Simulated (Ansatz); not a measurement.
MnAu in space group P4/mmm (No. 123; Mn on 1c, Au on 1b) at seven volumes, r²SCAN in the plane-wave PAW code Ansatz, shape and atoms relaxed at each. One row is withheld.

```tsv
V (Å³/atom)	P (GPa)
14.957	?
15.450	8.87
15.943	4.06
16.436	0.05
16.929	-3.28
17.423	-6.06
17.916	-8.36
```

**Question.** Fit the shown pressures and predict the withheld one.

**Answer.** P = (3/2)B₀(x^(7/2) − x^(5/2))[1 + (3/4)(B′ − 4)(x − 1)] with x = (V₀/V)^(2/3). Least squares on the six rows gives V₀ = 16.443 Å³/atom, B₀ = 121 GPa, B′ = 5.12. At V = 14.957, x = 1.0652 and P = 14.61 GPa. The run itself gave 14.63 GPa.

Its axis ratio c/a = 0.92 departs by over 6 % from that of the usual cell of this phase: another minimum, or an error of the functional. The cell keeps a stress of up to 0.2 GPa. Symmetry was held in the r²SCAN relaxation, as lowered by the spin order; its stability against distortions is not shown here. The final state is antiferromagnetic, chosen from 4 collinear starts compared on coarse meshes (ties went to the first, and starts can fall back to one state), not a proven ground state. Other orbital occupations within this spin state were not tried. Spin–orbit coupling is left out wherever it is not named.

Potentials: the later of the program's two PAW sets.
